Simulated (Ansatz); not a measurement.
Relaxed Pd (fcc, Cu type):

```
CELL_PARAMETERS angstrom
      3.87574     0.00000     0.00000
      0.00000     3.87574     0.00000
      0.00000     0.00000     3.87574
ATOMIC_POSITIONS crystal
  Pd 0.00000 0.00000 0.00000
  Pd 0.50000 0.50000 0.00000
  Pd 0.50000 0.00000 0.50000
  Pd 0.00000 0.50000 0.50000
```

Level of theory: PBEsol (plane waves to 420 eV, PAW, scalar-relativistic; Ansatz, an electronic-structure program). k mesh 10×10×10 (Γ-centred), Fermi-Dirac smearing 0.05 eV. With partly filled bands, energies and forces of such displacements shift with the k mesh and the smearing. On this mesh the relaxed cell isn't quite at rest: it carries a pressure of -0.1 GPa (compression positive) at the zero of the scan. Pd is run without spin polarisation. Pd was relaxed with its symmetry unable to fall.

One atom of the cell was then moved (with its periodic images), all else fixed, and the forces (eV/Å) came out as:

| atom | Fx | Fy | Fz |
|---|---|---|---|
| Pd1 | -0.487 | 0.013 | -0.487 |
| Pd2 | 0.013 | -0.487 | -0.487 |
| Pd3 | 0.961 | 0.961 | 0.961 |
| Pd4 | -0.487 | -0.487 | 0.013 |

**Question.** Which atom was moved, and by which vector (Å)?

**Answer.** Pd3, by (-0.09, -0.09, -0.09), 0.16 Å in all.

(For displaced atoms, the force is minus the slope of the energy, and its curvature is a force constant, which sets phonon frequencies.)
